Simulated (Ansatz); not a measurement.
Deforming HfB2

```
CELL_PARAMETERS angstrom
3.14000 0.00000 0.00000
-1.57000 2.71932 0.00000
0.00000 0.00000 3.48000
ATOMIC_POSITIONS crystal
Hf 0.00000 0.00000 0.00000
B 0.33333 0.66667 0.50000
B 0.66667 0.33333 0.50000
```

Atom numbers follow the list: Hf1, B2, B3.

The geometry is COD entry 1510711, unchecked; take it as a test cell.

Spin–orbit coupling is left out, though it moves levels of the heavy atoms by tenths of an eV or more.

These are results of DFT, PBEsol, all-electron LAPW, scalar-relativistic (Ansatz 0.2.0), not measurements.

Numerical set-up: a Γ-centred 13×13×11 k mesh, Fermi–Dirac smearing of 0.05 eV, basis error target 0.5 meV/atom, no spin polarisation.

The unchanged cell is at -4.31 GPa.

In a metal, stresses and small energies carry noise from the k mesh.

x, y and z are the Cartesian axes of the cell as listed; fractional coordinates follow a strain, and an engineering shear is twice the off-diagonal strain component.

(1) With this change (equal xy, yz and zx engineering shear strains of -3 %), what becomes of the energy and stress and forces?

(2) With this change (equal xy, yz and zx engineering shear strains of -1 %), what becomes of the energy and stress and forces?

(3) With this change (equal xy, yz and zx engineering shear strains of +2 %), what becomes of the energy and stress and forces?

(4) With this change (equal xy, yz and zx engineering shear strains of -2 %), what becomes of the energy and stress and forces?

With equal xy, yz and zx engineering shear strains of +1 %: energy change +2 meV/atom; stress change (xx, yy, zz, yz, xz, xy) 0.08, 0.08, 0.11, -2.59, -2.59, -2.68 GPa, compression positive.

(5) With this change (equal xy, yz and zx engineering shear strains of +3 %), what becomes of the energy and stress and forces?

Answers

(1) Energy change +23 meV/atom; stress change (xx, yy, zz, yz, xz, xy) 0.77, 0.74, 0.99, 8.11, 8.13, 8.38 GPa, compression positive; change of the force on B3 (0.038, -0.013, 0.017) eV/Å.

(2) Energy change +2 meV/atom; stress change (xx, yy, zz, yz, xz, xy) 0.08, 0.08, 0.11, 2.65, 2.65, 2.74 GPa, compression positive; change of the force on B3 (0.010, -0.001, 0.002) eV/Å.

(3) Energy change +10 meV/atom; stress change (xx, yy, zz, yz, xz, xy) 0.33, 0.34, 0.41, -5.10, -5.11, -5.28 GPa, compression positive; change of the force on B2 (0.013, 0.006, -0.006) eV/Å.

(4) Energy change +10 meV/atom; stress change (xx, yy, zz, yz, xz, xy) 0.34, 0.33, 0.44, 5.35, 5.36, 5.54 GPa, compression positive; change of the force on B3 (0.023, -0.006, 0.007) eV/Å.

(5) Energy change +21 meV/atom; stress change (xx, yy, zz, yz, xz, xy) 0.74, 0.77, 0.91, -7.54, -7.55, -7.79 GPa, compression positive; change of the force on B2 (0.017, 0.014, -0.012) eV/Å.
